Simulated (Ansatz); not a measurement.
Input for Ansatz (plane-wave DFT, PAW):

```yaml
crystal:
  lattice:
    - [4.2605699413, 0.0, 0.0]
    - [0.0, 4.2605699413, 0.0]
    - [0.0, 0.0, 4.2605699413]
  atoms:
    - { symbol: Ca, position: [0.5, 0.5, 0.5] }
    - { symbol: B, position: [0.0, 0.0, 0.2971919865] }
    - { symbol: B, position: [0.0, 0.0, 0.7028080135] }
    - { symbol: B, position: [0.2971919865, 0.0, 0.0] }
    - { symbol: B, position: [0.7028080135, 0.0, 0.0] }
    - { symbol: B, position: [0.0, 0.2971919865, 0.0] }
    - { symbol: B, position: [0.0, 0.7028080135, 0.0] }
basis:
  ecutwfc: 420
kpoints:
  mp_grid: { grid: [10, 10, 10] }
hamiltonian:
  xc: pbesol
scf:
  occupations: { method: gaussian, width: 0.1 }
output:
  forces: true
  stress: true
  eigenvalues: true
relax:
  adjacent_minimum: "off"
  f_tol: 0.01
  max_steps: 30
```

Run as
```bash
ansatz run input.yaml --threads 2 --pin off --max-ram 5120MiB --backend cpu --events-out ev --progress --plain --runs-dir out
```

Method: Ansatz 0.2.0, DFT PBEsol, scalar-relativistic, plane waves, PAW.

Abridged output:

```
Warning: output.stress: scf.convergence.dr2_threshold = 1e-7 eV (the SCF's general default) is looser than the 7e-10 eV advised for a printed stress (1e-10 eV for each atom of the cell: 7). ...
Pseudopotentials: kind: paw
Pseudopotential: Ca, paw, valence charge 10, recommended cutoff 420 eV (normal)
Pseudopotential: B, paw, valence charge 3, recommended cutoff 420 eV (normal)
Functional definition: PBEsol
Crystal: 7 atoms, lattice volume = 77.340 Å³
Basis set: ecut = 420 eV, 1503 PW (Γ), exchange–correlation on 60×60×60 points (8 copies of the dense FFT grid, shifted against one another)
Bands: 21, of which v1, the nominal top of the filled ones, is band 14 counted from 1 (13 counted from 0)
Symmetry: 48 space group operations
Space group: Pm-3m (ITA 221), of the structure as read, at distance tolerance 4.3e-5 Å
k-points: 56 of 1000
Initial density: superposition of atomic densities (neutral atoms: chi_scale 0, normalization atom), corrected by the library's trained network
Initial wavefunctions: pseudopotential atomic-orbital guess
Functional: x = pbesol(κ = 0.804, μ = 0.12345679), c = pbesol(β = 0.046)
SCF iter   1: F=—  HF=-2712.202669 eV  |F-HF|=—  |Δ(HF+E_count)|=         —  Δρ=3.84e-3  dr2=1.94e-2  ethr=1.77e-3  ⟨swp⟩=8.1  Hψ=7521  notcnv=0
SCF iter   2: F=—  HF=-2712.199500 eV  |F-HF|=—  |Δ(HF+E_count)|=   3.17e-3  Δρ=2.24e-3  dr2=7.22e-3  ethr=6.92e-5  ⟨swp⟩=1.0  Hψ=1630  notcnv=0
SCF iter   3: F=—  HF=-2712.197536 eV  |F-HF|=—  |Δ(HF+E_count)|=   1.96e-3  Δρ=4.09e-4  dr2=2.93e-4  ethr=2.58e-5  ⟨swp⟩=2.8  Hψ=1908  notcnv=0
SCF iter   4: F=—  HF=-2712.197575 eV  |F-HF|=—  |Δ(HF+E_count)|=   3.86e-5  Δρ=1.51e-4  dr2=1.44e-5  ethr=1.05e-6  ⟨swp⟩=2.3  Hψ=1670  notcnv=0
SCF iter   5: F=-2712.197575 eV  HF=-2712.197574 eV  |F-HF|=1.88e-7  |Δ(HF+E_count)|=   3.99e-7  Δρ=3.79e-5  dr2=1.28e-6  ethr=5.15e-8  ⟨swp⟩=2.8  Hψ=1907  notcnv=0
SCF iter   6: F=-2712.197575 eV  HF=-2712.197575 eV  |F-HF|=8.07e-9  |Δ(HF+E_count)|=   4.19e-7  Δρ=6.53e-6  dr2=3.98e-8  ethr=4.56e-9  ⟨swp⟩=6.4  Hψ=5764  notcnv=0
SCF 1 converged in 6 iterations: F = -2712.197575 eV  dr2 = 3.98e-8
relax step   1: F+E_penalty+E_count = -2712.19757478 eV  Δ(F+E_penalty+E_count) = +0.000e0 eV  max|allowed force component| = 1.855e-1 eV/Å  Δτ_max = 0.0000 Å  (6 SCF iters, dr2 threshold 2.50e-6 eV, accepted)
Initial density: handed on by an earlier stage of this run
Initial wavefunctions: those handed on with the density
SCF iter   1: F=—  HF=-2712.199058 eV  |F-HF|=—  |Δ(HF+E_count)|=         —  Δρ=5.41e-4  dr2=4.09e-4  ethr=1.35e-6  ⟨swp⟩=1.0  Hψ=3696  notcnv=0
SCF iter   2: F=—  HF=-2712.198985 eV  |F-HF|=—  |Δ(HF+E_count)|=   7.23e-5  Δρ=2.35e-4  dr2=6.81e-5  ethr=1.35e-6  ⟨swp⟩=2.4  Hψ=1604  notcnv=0
SCF iter   3: F=-2712.198961 eV  HF=-2712.198962 eV  |F-HF|=9.77e-8  |Δ(HF+E_count)|=   2.38e-5  Δρ=1.94e-5  dr2=1.97e-7  ethr=7.68e-9  ⟨swp⟩=6.1  Hψ=5674  notcnv=0
SCF 2 converged in 3 iterations: F = -2712.198961 eV  dr2 = 1.97e-7
relax step   2: F+E_penalty+E_count = -2712.19896146 eV  Δ(F+E_penalty+E_count) = -1.387e-3 eV  max|allowed force component| = 1.060e-1 eV/Å  Δτ_max = 0.0016 Å  (3 SCF iters, dr2 threshold 2.15e-6 eV, accepted)
SCF iter   1: F=—  HF=-2712.199838 eV  |F-HF|=—  |Δ(HF+E_count)|=         —  Δρ=7.31e-4  dr2=7.35e-4  ethr=2.59e-5  ⟨swp⟩=2.4  Hψ=2645  notcnv=0  defer=3
SCF iter   2: F=—  HF=-2712.199628 eV  |F-HF|=—  |Δ(HF+E_count)|=   2.10e-4  Δρ=3.16e-4  dr2=1.22e-4  ethr=2.63e-6  ⟨swp⟩=1.4  Hψ=1750  notcnv=0  defer=3
SCF iter   3: F=—  HF=-2712.199631 eV  |F-HF|=—  |Δ(HF+E_count)|=   3.26e-6  Δρ=2.67e-5  dr2=3.80e-7  ethr=2.51e-9  ⟨swp⟩=6.9  Hψ=6040  notcnv=0
SCF iter   4: F=-2712.199631 eV  HF=-2712.199631 eV  |F-HF|=1.47e-9  |Δ(HF+E_count)|=   1.12e-7  Δρ=3.55e-6  dr2=8.06e-9  ethr=1.36e-9  ⟨swp⟩=2.0  Hψ=3691  notcnv=0
SCF 3 converged in 4 iterations: F = -2712.199631 eV  dr2 = 8.06e-9
relax step   3: F+E_penalty+E_count = -2712.19963103 eV  Δ(F+E_penalty+E_count) = -6.696e-4 eV  max|allowed force component| = 1.942e-4 eV/Å  Δτ_max = 0.0021 Å  (4 SCF iters, dr2 threshold 7.02e-7 eV, accepted)
SCF iter   1: F=—  HF=-2712.199586 eV  |F-HF|=—  |Δ(HF+E_count)|=         —  Δρ=3.59e-6  dr2=8.16e-9  ethr=2.91e-11  ⟨swp⟩=1.0  Hψ=3696  notcnv=0
SCF iter   2: F=-2712.199631 eV  HF=-2712.199631 eV  |F-HF|=2.38e-10  |Δ(HF+E_count)|=   4.46e-5  Δρ=2.06e-6  dr2=2.86e-9  ethr=2.91e-11  ⟨swp⟩=3.0  Hψ=2970  notcnv=0
SCF 4 converged in 2 iterations: F = -2712.199631 eV  dr2 = 2.86e-9
relax step   4: F+E_penalty+E_count = -2712.19963103 eV  Δ(F+E_penalty+E_count) = -7.344e-10 eV  max|allowed force component| = 2.268e-4 eV/Å  Δτ_max = 0.0000 Å  (2 SCF iters, accepted)
SCF converged after 2 iterations
Free energy (F): -2712.199631 eV
Harris-Foulkes:  -2712.199631 eV  (|F-HF|=2.38e-10)
Internal energy: -2712.199044 eV  (E = F + TS)
E sigma→0 (E₀):  -2712.199337 eV
Entropy (-TS):   -0.000587 eV (-0.084 meV/atom)
Fermi energy:    7.483098 eV
--- Per-component energies (eV) ---
  E_band       = -113.834925
  E_kinetic    = 565.393420
  E_local      = -901.527798  (includes V_loc(G=0)·N_el)
  E_nonlocal   = 131.727041
  E_hartree    = 284.015837
  E_xc         = -326.288747
  E_vxc        = -396.957599  (∫ρ·V_xc dr)
  E_paw        = -1289.116427  (= ΣΔE_a)
  E_vpaw       = -80.501734  (= ΣTr[D̂ρ^β])
  E_aug_tail   = -0.000025  (compensation charges beyond the density's cutoff)
  E_ewald      = -1176.609404
  E_core_change = 0.207060  (= ΣΔE_core)
  E_smearing   = -0.000587  (= −TS)
--- Forces (eV/Å), atoms counted from 1 ---
  atom   1  Ca     0.00000000     0.00000000     0.00000000
  atom   2  B      0.00000000     0.00000000     0.00022678
  atom   3  B      0.00000000     0.00000000    -0.00022678
  atom   4  B      0.00022678     0.00000000     0.00000000
  atom   5  B     -0.00022678     0.00000000     0.00000000
  atom   6  B      0.00000000     0.00022678     0.00000000
  atom   7  B      0.00000000    -0.00022678     0.00000000
--- Stress (GPa, compression-positive) ---
      -12.237648       0.000000       0.000000
        0.000000     -12.237648       0.000000
        0.000000       0.000000     -12.237648
  P = ⅓ Tr σ = -12.2376 GPa (-122.376 kbar)
--- Band table (eV; the first three rows and the last of 56) ---
  k-point 0: bands = ["-33.7936", "-14.8397", "-14.8397", "-14.8397", "-6.5225", "0.9194", "1.0586", "1.0586", "1.0586", "2.3653", "2.3653", "7.1027", "7.1027", "7.1027", "10.2400", "10.2400", "10.2400", "10.6142", "10.6142", "11.8688", "11.8688"]
  k-point 1: bands = ["-33.7935", "-14.8436", "-14.8392", "-14.8392", "-6.4929", "0.2863", "1.0893", "1.0893", "1.3253", "2.3948", "2.8428", "6.8374", "6.8374", "7.1315", "9.5027", "10.5197", "10.5197", "10.6786", "11.3718", "11.7588", "11.7588"]
  k-point 2: bands = ["-33.7931", "-14.8538", "-14.8381", "-14.8381", "-6.4118", "-0.4579", "1.1743", "1.1743", "1.4452", "2.4757", "3.7780", "6.2831", "6.2831", "7.2106", "8.7001", "10.8305", "10.8305", "10.8389", "11.5843", "11.8338", "11.8919"]
  k-point 55: bands = ["-33.7891", "-14.8662", "-14.8662", "-14.8662", "-5.6932", "-0.7400", "-0.7400", "-0.7400", "3.3383", "3.3383", "3.3383", "6.4093", "6.4093", "6.4093", "11.2202", "11.8865", "11.8865", "11.9254", "11.9254", "11.9254", "12.6307"]
--- Relaxed structure (4 steps of the walk, 4 accepted, 0 SCFs on fresh bases) ---
  F+E_penalty+E_count = -2712.19963103 eV   max|allowed force component| = 2.268e-4 eV/Å
  atoms:
    - { symbol: Ca, position: [0.5, 0.5, 0.5] }
    - { symbol: B, position: [0.0, 0.0, 0.29632395] }
    - { symbol: B, position: [0.0, 0.0, 0.70367604] }
    - { symbol: B, position: [0.29632395, 0.0, 0.0] }
    - { symbol: B, position: [0.70367604, 0.0, 0.0] }
    - { symbol: B, position: [0.0, 0.29632395, 0.0] }
    - { symbol: B, position: [0.0, 0.70367604, 0.0] }
```

The relaxation met its thresholds.

It took 5.7 s on 2 threads of Intel(R) Xeon(R) Platinum 8488C (Sapphire Rapids), with other jobs on the host, peak memory 0.45 GiB.